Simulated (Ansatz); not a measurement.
Sensitivity of the gradients in SnSe to the input

Cell: an entry of the Crystallography Open Database (COD) (the entry's cell lengths or inner coordinates differ somewhat from later room-temperature determinations), taken as it stands.

Space group Pnma (No. 62); a = 11.4200, b = 4.1900, c = 4.4600 Å.

| site | Wyckoff | site symmetry | x | y | z |
| --- | --- | --- | --- | --- | --- |
| Sn | 4c | .m. | 0.1230 | 0.2500 | 0.0910 |
| Se | 4c | .m. | 0.3570 | 0.2500 | 0.0160 |

One atom of each set is listed.

Reference run. Method: Kohn–Sham DFT in Ansatz, PBE, plane waves and PAW, scalar-relativistic, 420 eV cutoff, Γ-centred 3×7×6 k-points, Fermi–Dirac smearing 0.02 eV.

(1) The input is changed as follows: `hamiltonian.dispersion`: not typed → d3bj; `scf.lower_state_search`: not typed → off; `kpoints.mp_grid.grid`: [3, 7, 6] → [4, 10, 9]. What happens to V_zz (10²¹ V/m²) and η?

Results:

(1) 

| site | V_zz reference | η reference | V_zz changed | η changed |
| --- | --- | --- | --- | --- |
| Sn | -12.43 | 0.04 | -12.50 | 0.04 |
| Se | -4.80 | 0.20 | -4.68 | 0.22 |

The largest change of V_zz is on Se, from -4.80 to -4.68. In per cent, |V_zz| changes by +1 on Sn, -3 on Se (all sites that start above 0.5). The dispersion term itself leaves the density as it is. SCF iterations: 6 and 6.

On the reference run: The largest force is 0.3 eV/Å, so the atoms aren't at the calculated equilibrium and relaxing them would move these values. Without spin–orbit coupling (the program notes it for Sn) the gradients can shift somewhat, as the gap is small.
